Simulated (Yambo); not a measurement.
Consider the following.

```
AgCl
1.0
    1.83048    -5.30748     0.00000
    1.83048     5.30748     0.00000
    0.00000     0.00000     3.77420
Cl Ag
2 2
Cartesian
  1.83048  -3.85755   0.94355
  1.83048   3.85755   2.83065
  1.83048   1.06484   2.83065
  1.83048  -1.06484   0.94355
```

Workflow: LDA (Quantum ESPRESSO, PseudoDojo norm-conserving, 86 Ry, scalar-relativistic), then G0W0 in Yambo (4×4×4 Γ-centred k mesh, bands 9 to 99 and a 6 Ry block in the screening, 99 bands in G with the Bruneval-Gonze terminator, plasmon pole fitted at 27.2 eV).

**Question.** Give the LDA and G0W0 gaps between the band edges found on this mesh, and say where the edges lie.

**Answer.** Edges: (0.25, 0.25, 0) → Γ. LDA: 0.28 eV; G0W0: 1.78 eV. Nearest settings tried, and what they do to the gap: 80 bands in W, 80 bands in G: +58 meV; 5 Ry block (109 vectors against 119): -8 meV; 4×4×2 mesh: +46 meV. So the settings aren't converged at that level. Spin-orbit splittings are left out.

Geometry relaxed with LDA.

This is not the ordinary phase of the substance; no match was found in the copy of COD used, and its stability was not checked.
